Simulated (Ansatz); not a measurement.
BaBrF:
```xyz
6
Lattice="4.5259 0.0000 0.0000 0.0000 4.5259 0.0000 0.0000 0.0000 7.4697" Properties=species:S:1:pos:R:3 pbc="T T T"
Ba     0.0000     2.2629     6.0493
Ba     2.2629     0.0000     1.4204
Br     2.2629     0.0000     4.8630
Br     0.0000     2.2629     2.6067
F      2.2629     2.2629     0.0000
F      0.0000     0.0000     0.0000
```

DFT-r²SCAN in the program Ansatz with PAW potentials gives a gap of 5.41 eV without spin–orbit coupling, maximum at Γ, minimum at Γ.

Task: What happens when spin–orbit coupling is switched on?

Result: The gap falls by 0.18 eV, to 5.23 eV; maximum at Γ, minimum at Γ.

Task: Give the electron effective mass with spin–orbit coupling.

Result: 0.43, 0.43, 0.93 mₑ (principal values).

Task: Give the hole effective mass with spin–orbit coupling.

Result: 0.81, 0.81, 5.1 mₑ (principal values).

Space group P4/nmm. The workflow started from a Materials Project entry (that database holds measured and hypothetical structures alike); the Crystallography Open Database files this formula in space group No. 129, but the cells were not matched. Whether it is the stable phase at ambient conditions was not checked. Symmetry was held in the r²SCAN relaxation; whether a distortion lowers the energy is not shown.

Potentials: the later of the program's two PAW sets.
